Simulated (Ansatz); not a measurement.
Input:

MgS:
```xyz
2
Lattice="0.0000 2.5910 2.5910 2.5910 0.0000 2.5910 2.5910 2.5910 0.0000" Properties=species:S:1:pos:R:3 pbc="T T T"
Mg     2.5910     2.5910     2.5910
S      0.0000     0.0000     0.0000
```

This is the PBEsol-relaxed structure.

**Question.** All from PBEsol (plane waves, PAW; program Ansatz), unless another level is named. Predict the band gap.

**Answer.** 2.73 eV (indirect).

**Question.** Predict the formation energy from the elements (no fitted shifts).

**Answer.** -1.49 eV/atom.

**Question.** Next, the HSE06 gap on the PBEsol cell?

**Answer.** 3.83 eV.

Space group Fm-3m (rock salt). The cell was relaxed with PBEsol under the symmetry of its start; phonons on a q-mesh show no instability. The volume moved by -30 % from the start of the relaxation. The references are the lowest solids computed at this level, not always the standard phases.

Potentials: the later of the program's two PAW sets.
